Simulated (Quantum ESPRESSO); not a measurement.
MgPd5WSc, finding a planted mistake in a log

A calculation, not a measurement. The program is pw.x of Quantum ESPRESSO 7.5 (plane-wave density functional theory). The cell is made up: eight metal atoms on a face-centred cubic lattice, with elements, volume, strain and displacements drawn at random and not relaxed, so it may be unstable or far from any real phase. PseudoDojo standard norm-conserving files set the functional (PBE unless stated); there is no spin polarisation or spin-orbit coupling, the Fermi-Dirac width of 0.25 eV means electrons at about 2900 K, and the masses in the input are unused placeholders. Heavy elements are run without spin-orbit coupling, which real alloys of them have. A spin test at this wide smearing found no moment, but such smearing suppresses magnetism that the real alloy may have.

Intended input:

```
&control calculation='scf', pseudo_dir='./dojo.nc.sr.pbe.v0_5.standard.upf', outdir='./o', disk_io='minimal', tprnfor=.true., tstress=.true. /
&system ibrav=0, nat=8, ntyp=4, nbnd=80, ecutwfc=84.00895049, nosym=.true., tot_charge=0,
 occupations='smearing', smearing='fd', degauss=0.0183746611
/
&electrons conv_thr=1.470e-08, electron_maxstep=70, mixing_beta=0.5 /
ATOMIC_SPECIES
Mg 1.0 Mg.upf
Pd 1.0 Pd.upf
Sc 1.0 Sc.upf
W 1.0 W.upf
CELL_PARAMETERS angstrom
-0.0057 -2.0576 -2.0733
-4.2382 2.0192 -2.0462
6.41 6.1493 -4.1059
ATOMIC_POSITIONS angstrom
Mg -0.0828 -0.0996 0.1411
Pd 0.1832 2.0472 -2.0507
Pd 0.0066 4.1987 -4.2122
Pd 4.2925 4.1037 -4.1869
Pd -2.2262 -0.0242 -2.0138
W -2.0881 1.7949 -4.0955
Pd 2.0705 2.0435 -4.2535
Sc 2.185 4.1631 -6.1375
K_POINTS automatic
8 5 3 1 1 1
```

The log is shortened where brackets say so; the opening notice, blank lines, dates and the lines on written files are dropped, and the path of the files is cut. It prints rydbergs, bohrs and kilobars, and counts compression as positive stress. Its total energy is the free energy E - TS of the whole cell.

Log of the intended run:

```
     Program PWSCF v.7.5
     Parallel version (MPI & OpenMP), running on       4 processor cores
     Number of MPI processes:                 4
     Threads/MPI process:                     1
     [start-up lines left out]
     bravais-lattice index     =            0
     lattice parameter (alat)  =       5.5199  a.u.
     unit-cell volume          =     969.3175 (a.u.)^3
     number of atoms/cell      =            8
     number of atomic types    =            4
     number of electrons       =       125.00
     number of Kohn-Sham states=           80
     kinetic-energy cutoff     =      84.0090  Ry
     charge density cutoff     =     336.0358  Ry
     scf convergence threshold =      1.5E-08
     mixing beta               =       0.5000
     number of iterations used =            8  plain     mixing
     Exchange-correlation= PBE
                           (   1   4   3   4   0   0   0)
     [axes and pseudopotential details left out]
   Cartesian axes
     site n.     atom                  positions (alat units)
         1        Mg     tau(   1) = (  -0.0283463  -0.0340977   0.0483051  )
         2        Pd     tau(   2) = (   0.0627179   0.7008525  -0.7020507  )
         3        Pd     tau(   3) = (   0.0022595   1.4374118  -1.4420335  )
         4        Pd     tau(   4) = (   1.4695239   1.4048888  -1.4333721  )
         5        Pd     tau(   5) = (  -0.7621326  -0.0082848  -0.6894181  )
         6        W      tau(   6) = (  -0.7148545   0.6144784  -1.4020816  )
         7        Pd     tau(   7) = (   0.7088292   0.6995858  -1.4561724  )
         8        Sc     tau(   8) = (   0.7480279   1.4252242  -2.1011539  )
     number of k points=    60  Fermi-Dirac smearing, width (Ry)=  0.0184
                       cart. coord. in units 2pi/alat
        k(    1) = (  -0.0091932   0.0180284  -0.1059211), wk =   0.0333333
        k(    2) = (  -0.1230293  -0.1009422   0.0124615), wk =   0.0333333
     [further k points left out]
     Dense  grid:   100761 G-vectors     FFT dimensions: (  36,  60, 108)
     Estimated max dynamical RAM per process >     418.80 MB
     Estimated total dynamical RAM >       1.56 GB
     Initial potential from superposition of free atoms
     starting charge     124.9952, renormalised to     125.0000
     Starting wfcs are   70 randomized atomic wfcs +   10 random wfcs
     total cpu time spent up to now is        9.1 secs
     per-process dynamical memory:   334.5 Mb
     Self-consistent Calculation
     iteration #  1     ecut=    84.01 Ry     beta= 0.50
     Davidson diagonalization with overlap
     ethr =  1.00E-02,  avg # of iterations =  3.8
     total cpu time spent up to now is       40.4 secs
     total energy              =   -1709.00186536 Ry
     estimated scf accuracy    <      20.75022626 Ry
     iteration #  2     ecut=    84.01 Ry     beta= 0.50
     Davidson diagonalization with overlap
     ethr =  1.00E-02,  avg # of iterations =  4.3
     total cpu time spent up to now is       71.4 secs
     total energy              =   -1706.48533165 Ry
     estimated scf accuracy    <     173.88576473 Ry
     [iterations 3 to 21 left out]
     iteration # 22     ecut=    84.01 Ry     beta= 0.50
     Davidson diagonalization with overlap
     ethr =  2.17E-11,  avg # of iterations =  1.5
     total cpu time spent up to now is      537.6 secs
     total energy              =   -1722.30299092 Ry
     estimated scf accuracy    <       0.00000006 Ry
     iteration # 23     ecut=    84.01 Ry     beta= 0.50
     Davidson diagonalization with overlap
     ethr =  2.17E-11,  avg # of iterations =  1.0
     total cpu time spent up to now is      558.2 secs
     End of self-consistent calculation
     [lines on levels left out]
!    total energy              =   -1722.30299092 Ry
     estimated scf accuracy    <          4.6E-09 Ry
     smearing contrib. (-TS)   =      -0.10445229 Ry
     internal energy E=F+TS    =   -1722.19853863 Ry
     The total energy is F=E-TS. E is the sum of the following terms:
     one-electron contribution =    -694.62657518 Ry
     hartree contribution      =     402.28660843 Ry
     xc contribution           =    -276.39146048 Ry
     ewald contribution        =   -1153.46711141 Ry
     convergence has been achieved in  23 iterations
     Forces acting on atoms (cartesian axes, Ry/au):
     atom    1 type  1   force =    -0.01002844    0.04301320   -0.05487698
     atom    2 type  2   force =    -0.01127410   -0.01066834    0.00594622
     atom    3 type  2   force =    -0.01508611   -0.02243974    0.01801968
     atom    4 type  2   force =    -0.00619845   -0.01229013    0.02032593
     atom    5 type  2   force =     0.00372296    0.02749641   -0.02647555
     atom    6 type  4   force =     0.03264713    0.02647700   -0.01551067
     atom    7 type  2   force =     0.01387562    0.00113351    0.00700934
     atom    8 type  3   force =    -0.00765859   -0.05272190    0.04556203
     Total force =     0.124629     Total SCF correction =     0.000336
     Computing stress (Cartesian axis) and pressure
          total   stress  (Ry/bohr**3)                   (kbar)     P=     -111.79
  -0.00096032   0.00007077  -0.00005460         -141.27       10.41       -8.03
   0.00007077  -0.00064422  -0.00005922           10.41      -94.77       -8.71
  -0.00005460  -0.00005922  -0.00067529           -8.03       -8.71      -99.34
     init_run     :      8.63s CPU      9.00s WALL (       1 calls)
     electrons    :    536.82s CPU    549.05s WALL (       1 calls)
     forces       :      2.72s CPU      2.72s WALL (       1 calls)
     stress       :     12.30s CPU     12.31s WALL (       1 calls)
     [timing details left out]
     PWSCF        :   9m20.58s CPU   9m33.29s WALL
     JOB DONE.
```

A second run was made from an input with one planted mistake. Its log:

```
     Program PWSCF v.7.5
     Parallel version (MPI & OpenMP), running on       4 processor cores
     Number of MPI processes:                 4
     Threads/MPI process:                     1
     [start-up lines left out]
     bravais-lattice index     =            0
     lattice parameter (alat)  =       5.4697  a.u.
     unit-cell volume          =     943.0852 (a.u.)^3
     number of atoms/cell      =            8
     number of atomic types    =            4
     number of electrons       =       125.00
     number of Kohn-Sham states=           80
     kinetic-energy cutoff     =      84.0090  Ry
     charge density cutoff     =     336.0358  Ry
     scf convergence threshold =      1.5E-08
     mixing beta               =       0.5000
     number of iterations used =            8  plain     mixing
     Exchange-correlation= PBE
                           (   1   4   3   4   0   0   0)
     [axes and pseudopotential details left out]
   Cartesian axes
     site n.     atom                  positions (alat units)
         1        Mg     tau(   1) = (  -0.0283303  -0.0341000   0.0482997  )
         2        Pd     tau(   2) = (   0.0627067   0.7008643  -0.7020389  )
         3        Pd     tau(   3) = (   0.0022457   1.4374178  -1.4420474  )
         4        Pd     tau(   4) = (   1.4695140   1.4049071  -1.4333756  )
         5        Pd     tau(   5) = (  -0.7621199  -0.0082918  -0.6894285  )
         6        W      tau(   6) = (  -0.7148567   0.6144914  -1.4020740  )
         7        Pd     tau(   7) = (   0.7088451   0.6995859  -1.4561780  )
         8        Sc     tau(   8) = (   0.7480239   1.4252220  -2.1011417  )
     number of k points=    60  Fermi-Dirac smearing, width (Ry)=  0.0184
                       cart. coord. in units 2pi/alat
        k(    1) = (  -0.0091925   0.0180276  -0.1059223), wk =   0.0333333
        k(    2) = (  -0.1230292  -0.1009425   0.0124606), wk =   0.0333333
     [further k points left out]
     Dense  grid:    98005 G-vectors     FFT dimensions: (  32,  60, 108)
     Estimated max dynamical RAM per process >     406.52 MB
     Estimated total dynamical RAM >       1.52 GB
     Initial potential from superposition of free atoms
     starting charge     124.9952, renormalised to     125.0000
     Starting wfcs are   70 randomized atomic wfcs +   10 random wfcs
     total cpu time spent up to now is        9.0 secs
     per-process dynamical memory:   323.9 Mb
     Self-consistent Calculation
     iteration #  1     ecut=    84.01 Ry     beta= 0.50
     Davidson diagonalization with overlap
     ethr =  1.00E-02,  avg # of iterations =  3.8
     total cpu time spent up to now is       34.3 secs
     total energy              =   -1708.93620148 Ry
     estimated scf accuracy    <      20.90019606 Ry
     iteration #  2     ecut=    84.01 Ry     beta= 0.50
     Davidson diagonalization with overlap
     ethr =  1.00E-02,  avg # of iterations =  4.2
     total cpu time spent up to now is       62.1 secs
     total energy              =   -1706.01968444 Ry
     estimated scf accuracy    <     178.87799194 Ry
     [iterations 3 to 21 left out]
     iteration # 22     ecut=    84.01 Ry     beta= 0.50
     Davidson diagonalization with overlap
     ethr =  1.75E-11,  avg # of iterations =  1.9
     total cpu time spent up to now is      504.6 secs
     total energy              =   -1722.32073653 Ry
     estimated scf accuracy    <       0.00000008 Ry
     iteration # 23     ecut=    84.01 Ry     beta= 0.50
     Davidson diagonalization with overlap
     ethr =  1.75E-11,  avg # of iterations =  1.0
     total cpu time spent up to now is      521.9 secs
     End of self-consistent calculation
     [lines on levels left out]
!    total energy              =   -1722.32073653 Ry
     estimated scf accuracy    <          4.5E-09 Ry
     smearing contrib. (-TS)   =      -0.10144705 Ry
     internal energy E=F+TS    =   -1722.21928947 Ry
     The total energy is F=E-TS. E is the sum of the following terms:
     one-electron contribution =    -677.86503182 Ry
     hartree contribution      =     396.23699255 Ry
     xc contribution           =    -276.52568005 Ry
     ewald contribution        =   -1164.06557016 Ry
     convergence has been achieved in  23 iterations
     Forces acting on atoms (cartesian axes, Ry/au):
     atom    1 type  1   force =    -0.01114142    0.04489992   -0.05762377
     atom    2 type  2   force =    -0.01379708   -0.01271484    0.00631177
     atom    3 type  2   force =    -0.01645448   -0.02488525    0.01953410
     atom    4 type  2   force =    -0.00731456   -0.01313397    0.02179665
     atom    5 type  2   force =     0.00726354    0.02900852   -0.02736133
     atom    6 type  4   force =     0.03455959    0.02962687   -0.01691928
     atom    7 type  2   force =     0.01565182    0.00173610    0.00773038
     atom    8 type  3   force =    -0.00876740   -0.05453734    0.04653149
     Total force =     0.131722     Total SCF correction =     0.000255
     Computing stress (Cartesian axis) and pressure
          total   stress  (Ry/bohr**3)                   (kbar)     P=      -86.76
  -0.00080090   0.00007327  -0.00005713         -117.82       10.78       -8.40
   0.00007327  -0.00046842  -0.00006526           10.78      -68.91       -9.60
  -0.00005713  -0.00006526  -0.00050004           -8.40       -9.60      -73.56
     init_run     :      7.95s CPU      8.31s WALL (       1 calls)
     electrons    :    500.95s CPU    512.92s WALL (       1 calls)
     forces       :      2.49s CPU      2.49s WALL (       1 calls)
     stress       :      9.37s CPU      9.37s WALL (       1 calls)
     [timing details left out]
     PWSCF        :   8m41.42s CPU   8m53.87s WALL
     JOB DONE.
```

Question: the log repeats what the program read. Compare it with the intended run: what was wrong in the second input?

Answer: the cell and the positions are scaled by a wrong factor. The input lines that differ:

```
- -0.0057 -2.0576 -2.0733
- -4.2382 2.0192 -2.0462
- 6.41 6.1493 -4.1059
+ -0.0056 -2.0389 -2.0544
+ -4.1996 2.0008 -2.0276
+ 6.3517 6.0933 -4.0685
- Mg -0.0828 -0.0996 0.1411
- Pd 0.1832 2.0472 -2.0507
- Pd 0.0066 4.1987 -4.2122
- Pd 4.2925 4.1037 -4.1869
- Pd -2.2262 -0.0242 -2.0138
- W -2.0881 1.7949 -4.0955
- Pd 2.0705 2.0435 -4.2535
- Sc 2.185 4.1631 -6.1375
+ Mg -0.082 -0.0987 0.1398
+ Pd 0.1815 2.0286 -2.032
+ Pd 0.0065 4.1605 -4.1739
+ Pd 4.2534 4.0664 -4.1488
+ Pd -2.2059 -0.024 -1.9955
+ W -2.0691 1.7786 -4.0582
+ Pd 2.0517 2.0249 -4.2148
+ Sc 2.1651 4.1252 -6.0816
```

```
                                            intended run  run with the mistake
                          free energy (eV)    -23433.126            -23433.367
         entropy term -TS, part of it (eV)        -1.421                -1.380
                            pressure (GPa)        -11.18                 -8.68
size of the largest force component (eV/Å)         1.411                 1.482
largest change of a force component (eV/Å)                               0.091
                                iterations            23                    23
```

For scale, a rerun of the intended cell at a higher cutoff and on a denser mesh moved values by no more than 0.009 eV in energy, 0.06 GPa in stress and 0.004 eV/Å in force, and a second program with other atomic files agreed on that cell to 2 % rms in force and 0.5 GPa in pressure.